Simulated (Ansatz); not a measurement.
The relaxed structure here is a generated cell of V: the first start was made by a random draw of sites in a space group, and the end was not matched to a known phase here, so it may be hypothetical. Known forms of V include space group No. 229.

A relaxed structure of V. Computed with PBEsol (plane waves to 420 eV, PAW, scalar-relativistic; Ansatz, a program for electronic structure).

```cif
data_V4
_chemical_formula_sum 'V4'
_space_group_name_H-M_alt 'P 1'
_space_group_IT_number 1
_cell_length_a 4.59435
_cell_length_b 4.59435
_cell_length_c 5.09492
_cell_angle_alpha 90.000
_cell_angle_beta 90.000
_cell_angle_gamma 150.394
loop_
_space_group_symop_operation_xyz
  'x, y, z'
loop_
_atom_site_label
_atom_site_type_symbol
_atom_site_fract_x
_atom_site_fract_y
_atom_site_fract_z
_atom_site_occupancy
V1 V 0.50000 0.50000 0.00000 1
V2 V 0.50000 0.50000 0.50000 1
V3 V 0.24092 0.75908 0.25000 1
V4 V 0.75908 0.24092 0.75000 1
```

**Question.** Find the space group and the Wyckoff positions (tolerance 0.01 Å).

**Answer.** Space group Cmcm (No. 63); a = 2.348 Å, b = 8.884 Å, c = 5.095 Å, α = β = γ = 90.00°

```tsv
atom	site	symmetry	x	y	z
V	4b	2/m..	0.0000	0.5000	0.0000
V	4c	m2m	0.0000	0.2409	0.2500
```

**Question.** Give the shortest distances between elements (the closest pairs, up to four, under 3.6 Å).

**Answer.** V–V 2.35 Å.

| Property | Result |
|---|---|
| Volume per atom | 13.28 Å³ |
| Density | 6.37 g/cm³ |
| Band gap | zero (metallic) |
| Magnetic moment | zero (the starting moments vanished) |

No spin polarisation in the result: the starting moments vanished.

The run could not lose the symmetry of its start, so the end can be a saddle point.
